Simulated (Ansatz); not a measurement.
AlGaAs₂ (P-4m2) was relaxed and computed twice in Ansatz (plane waves, PAW), once with PBE and once with PBEsol.

```
                                                                              run 1                                               run 2
-------------------------------  --------------------------------------------------  --------------------------------------------------
cell                             a = b = 4.0107 Å, c = 5.6595 Å, α = β = γ = 90.00°  a = b = 4.0597 Å, c = 5.7286 Å, α = β = γ = 90.00°
gap (eV)                                                                       1.01                                                0.86
ΔH_f (eV/atom)                                                                -0.37                                               -0.41
B₀ by P(V) fit (GPa)                                                           70.7                                                64.0
electron conductivity mass (mₑ)                                               0.078                                               0.062
```

### Question
Which run used which functional?

### Answer
Run 1 is PBEsol, run 2 is PBE.

Typed or built starts, not in the databases checked: AlGaAs2, P-4m2 (Ga on 1a, As on 2g, Al on 1c). All cells were relaxed under the symmetry of their starts (and spin orders); stability against distortions was not tested throughout. Scalar-relativistic: spin–orbit coupling is off unless named, which matters more the heavier the elements.

Potentials: the later of the program's two PAW sets.

Ansatz (an electronic-structure program) is a plane-wave DFT program.

Formation energies count from the lowest solids of the elements computed at the same level, not from gases.
